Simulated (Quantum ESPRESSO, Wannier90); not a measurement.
**Wannierisation of InSe (R3m)**

Materials Project entry mp-22691; symmetrised, unrelaxed at this level. COD (Crystallography Open Database) has the formula in 2 space groups, this one among them (matched by group alone). Computed values, not measurements, from PBEsol: Quantum ESPRESSO (norm-conserving PseudoDojo potentials, cutoff 69 Ry, spinors with spin-orbit coupling) on a Γ-centred 4×4×4 mesh, then Wannier90. Density: 10×10×10 mesh, Gaussian smearing 0.01 Ry. The cell is built of weakly bound layers, chains or molecules, whose nearest atoms lie 4.03 Å apart. Database cells relaxed without dispersion often hold them too far apart, which can enlarge gaps and weakens couplings between them; spacing and stacking were not compared with the measured crystal.

```
begin unit_cell_cart
ang
   -2.0233451426    3.5045365883    0.0000000000
   -4.0466902853    0.0000000000    0.0000000000
   -2.0233451426    1.1681788628    8.6085230000
end unit_cell_cart
mp_grid = 4 4 4
```

**Question.** Which shells of neighbouring k-points and which b-vectors and weights does Wannier90 pick for this cell and mesh?

**Answer.** 
```
 *---------------------------------- K-MESH ----------------------------------*
 +----------------------------------------------------------------------------+
 |                    Distance to Nearest-Neighbour Shells                    |
 |                    ------------------------------------                    |
 |          Shell             Distance (Ang^-1)          Multiplicity         |
 |          -----             -----------------          ------------         |
 |             1                   0.182470                      2            |
 |             2                   0.364940                      2            |
 |             3                   0.452326                      6            |
 |             4                   0.464432                      6            |
 |             5                   0.509991                      6            |
 |             6                   0.541651                      6            |
 |             7                   0.547410                      2            |
 |             8                   0.618202                      6            |
       ... (lines left out)
 +----------------------------------------------------------------------------+
 | The b-vectors are chosen automatically                                     |
 | The following shells are used:                       1,  3                 |
 +----------------------------------------------------------------------------+
 |                        Shell   # Nearest-Neighbours                        |
 |                        -----   --------------------                        |
 |                          1               2                                 |
 |                          2               6                                 |
 +----------------------------------------------------------------------------+
 | Completeness relation is fully satisfied [Eq. (B1), PRB 56, 12847 (1997)]  |
 +----------------------------------------------------------------------------+
 |                  b_k Vectors (Ang^-1) and Weights (Ang^2)                  |
 |                  ----------------------------------------                  |
 |            No.         b_k(x)      b_k(y)      b_k(z)        w_b           |
 |            ---        --------------------------------     --------        |
 |             1         0.000000    0.000000    0.182470    14.464082        |
 |             2         0.000000    0.000000   -0.182470    14.464082        |
 |             3        -0.388168   -0.224109   -0.060823     1.659206        |
 |             4         0.000000    0.448218   -0.060823     1.659206        |
 |             5        -0.388168    0.224109    0.060823     1.659206        |
 |             6         0.388168    0.224109    0.060823     1.659206        |
 |             7         0.000000   -0.448218    0.060823     1.659206        |
 |             8         0.388168   -0.224109   -0.060823     1.659206        |
```
